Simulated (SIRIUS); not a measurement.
Set-up for a self-consistent single point of SiO₂ (Ama2, 12 atoms in the cell; from Materials Project mp-554573).

```xyz
12
Lattice="8.2771 0.0000 0.0000 0.0000 4.4043 2.4810 0.0000 -4.4043 2.4810" Properties=species:S:1:pos:R:3 pbc="T T T"
Si     7.7583     1.4466     2.5031
Si     0.5187    -1.4466     2.5031
Si     4.6573     1.4466     2.5031
Si     3.6198    -1.4466     2.5031
O      0.0000     0.0000     2.9942
O      4.1385     0.0000     2.9942
O      4.4971    -1.9088     1.2337
O      3.7800     1.9088     1.2337
O      7.9185    -1.9088     1.2337
O      0.3586     1.9088     1.2337
O      2.0693    -1.3758     2.0713
O      6.2078     1.3758     2.0713
```

All values come from this method and carry its errors: LDA (PW92), GBRV LDA ultrasoft pseudopotentials (plane waves; SIRIUS 7.12.0).

SIRIUS settings:

- parameters.ngridk = 2 5 5
- parameters.xc_functionals = [XC_LDA_X, XC_LDA_C_PW]
- parameters.gk_cutoff = 6.325 1/bohr
- parameters.pw_cutoff = 14.143 1/bohr
- parameters.smearing = gaussian
- parameters.smearing_width = 0.0001 Ha
- potentials = GBRV LDA ultrasoft pseudopotentials
- parameters.electronic_structure_method = pseudopotential
- parameters.num_bands = 38
- parameters.num_mag_dims = 0
- parameters.num_dft_iter = 100
- parameters.energy_tol = 1e-07 Ha
- parameters.density_tol = 1e-06
- mixer.type = anderson
- mixer.beta = 0.5
- mixer.use_hartree = true

Results:

| Item | Value |
|---|---|
| Number of valence electrons | 64 |
| Number of bands | 38 |
| Number of k-points after the program's reduction | 18 |
| Number of plane waves (most at a k-point) | 5245 |
| Number of SCF iterations | 14 |
| FFT grid | 75 × 48 × 48 |
| Free energy E − TS | -4057.0649 eV |
| Pressure | -1.24 GPa |
| Largest force (vector length) | 0.082 eV/Å |

Forces (eV/Å):
```csv
atom,Fx,Fy,Fz
Si1,-0.004,0.003,-0.003
Si2,0.004,-0.003,-0.003
Si3,0.004,0.003,-0.003
Si4,-0.004,-0.003,-0.003
O5,0.000,0.000,-0.082
O6,0.000,0.000,-0.082
O7,-0.050,-0.032,0.009
O8,0.050,0.032,0.009
O9,0.050,-0.032,0.009
O10,-0.050,0.032,0.009
O11,0.000,-0.035,0.071
O12,0.000,0.035,0.071
```

Stress (GPa, positive for compression):
```
-1.32   0.00   0.00
 0.00  -1.32   0.00
 0.00   0.00  -1.09
```

The structure comes from a collection of computed structures, made at another level of theory; the collection holds predicted forms beside known ones.

Cost on one core: about 3.0 core-minutes (a rough figure).
